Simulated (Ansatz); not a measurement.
Al3GaN4:
```yaml
crystal:
  lattice:
    - [3.15081, 0.00000, 0.00000]
    - [-1.57541, 2.72868, 0.00000]
    - [0.00000, 0.00000, 10.16240]
  atoms:
    - { symbol: Ga, position: [0.33333, 0.66667, 0.00563] }
    - { symbol: N, position: [0.33333, 0.66667, 0.20119] }
    - { symbol: Al, position: [0.66667, 0.33333, 0.25844] }
    - { symbol: N, position: [0.66667, 0.33333, 0.44658] }
    - { symbol: Al, position: [0.33333, 0.66667, 0.50488] }
    - { symbol: N, position: [0.33333, 0.66667, 0.69290] }
    - { symbol: Al, position: [0.66667, 0.33333, 0.75093] }
    - { symbol: N, position: [0.66667, 0.33333, 0.93900] }
```

This is the PBE-relaxed structure. x, y and z are the axes in which the lattice vectors are written.

All from the program Ansatz at the PBE level (PAW), unless another level is named. Give the hole effective mass, band 2 of 2 at the edge.

0.27 along x (mₑ).

Predict the band gap.

3.17 eV (direct).

What about the electron effective mass with spin–orbit coupling?

0.26 mₑ (isotropic).

Predict the valence-band maximum.

at Γ.

Space group P3m1. The start of the workflow was typed in or built on a structure type; neither database checked (COD, Materials Project) lists it. Its standing as an ambient phase is unchecked. The cell was relaxed with PBE under the symmetry of its start; its stability against distortions is not shown here. Spin–orbit coupling is left out wherever it is not named.

Potentials: the earlier of the program's two PAW sets.
